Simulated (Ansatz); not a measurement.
SiSe₂:
```yaml
crystal:
  lattice:
    - [6.15771, 0.00000, 0.00000]
    - [0.00000, 6.15771, 0.00000]
    - [0.00000, 0.00000, 3.54403]
  atoms:
    - { symbol: Si, position: [0.00000, 0.00000, 0.00000] }
    - { symbol: Si, position: [0.50000, 0.50000, 0.50000] }
    - { symbol: Se, position: [0.31292, 0.31292, 0.00000] }
    - { symbol: Se, position: [0.81292, 0.18708, 0.50000] }
    - { symbol: Se, position: [0.18708, 0.81292, 0.50000] }
    - { symbol: Se, position: [0.68708, 0.68708, 0.00000] }
```

Relaxed with PBE. Special points in fractions of this cell's reciprocal vectors: Γ (0.000, 0.000, 0.000); X (0.000, 0.500, 0.000); M (0.500, 0.500, 0.000); Z (0.000, 0.000, 0.500); R (0.000, 0.500, 0.500); A (0.500, 0.500, 0.500).

### Question
List the band energies nearest the Fermi level at these points for PBE (plane waves, PAW; program Ansatz).

### Answer
In eV from the Fermi level; about four levels below and three above (degenerate sets whole), none deeper than 8.9 eV; points with the same levels are listed once.

| k | below | above |
|---|---|---|
| Γ | -1.34 -1.34 -1.07 -0.53 -0.53 | 0.23 0.87 2.54 2.54 |
| X | -1.25 -1.25 -1.20 -1.20 | 0.71 0.71 2.59 2.59 |
| M | -1.77 -1.77 -1.41 -1.41 | 0.36 0.36 3.06 3.06 |
| Z | -2.03 -2.03 -1.85 -1.85 | 0.30 0.30 3.67 3.67 |
| R | -1.39 -1.39 -1.14 -1.14 | 1.19 1.19 1.23 1.23 |
| A | -1.74 -1.74 -0.94 -0.94 | 0.06 0.06 3.54 3.54 |

Space group P4_2/mnm (rutile). A made-up cell: these elements were put on the sites of a structure type; neither database checked (COD, Materials Project) lists it. COD files the formula under space group No. 72, so this cell is another polymorph or a model. Whether it is the stable phase at ambient conditions was not checked. The PBE relaxation kept the symmetry of its start; its stability against distortions is not shown here. Scalar-relativistic: spin–orbit coupling is off unless named, which matters more the heavier the elements.

Potentials: the later of the program's two PAW sets.
